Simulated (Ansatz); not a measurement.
Sb:
```yaml
crystal:
  lattice:
    - [0.00000, 3.47293, 3.47293]
    - [3.47293, 0.00000, 3.47293]
    - [3.47293, 3.47293, 0.00000]
  atoms:
    - { symbol: Sb, position: [0.00000, 0.00000, 0.00000] }
    - { symbol: Sb, position: [0.25000, 0.25000, 0.25000] }
```

Relaxed with r²SCAN. Special points in fractions of this cell's reciprocal vectors: Γ (0.000, 0.000, 0.000); X (0.500, 0.000, 0.500); U (0.625, 0.250, 0.625); K (0.375, 0.375, 0.750); L (0.500, 0.500, 0.500); W (0.500, 0.250, 0.750).

### Question
List the band energies nearest the Fermi level at these points for r²SCAN with spin–orbit coupling in the plane-wave PAW code Ansatz.

### Answer
In eV from the Fermi level; about four levels below and three above (degenerate sets whole), none deeper than 8.9 eV; points with the same levels are listed once.

| k | below | above |
|---|---|---|
| Γ | -1.74 -1.74 -1.74 -1.74 | 0.09 0.09 0.68 0.68 0.68 0.68 |
| X | -0.46 -0.46 -0.46 -0.46 | 4.41 4.41 4.41 4.41 |
| U | -3.45 -3.45 -0.47 -0.47 | 1.23 1.23 3.29 3.29 |
| L | -2.58 -2.58 -2.30 -2.30 | 1.43 1.43 1.79 1.79 |
| W | -4.10 -4.10 -3.90 -3.90 | 0.63 0.63 1.07 1.07 |

Space group Fd-3m (diamond). The start of the workflow was typed in or built on a structure type; neither database checked (COD, Materials Project) lists it. It is not the phase usual at ambient conditions (space group No. 166). Symmetry was held in the r²SCAN relaxation. At this level the phase is mechanically unstable.

Potentials: the earlier of the program's two PAW sets.
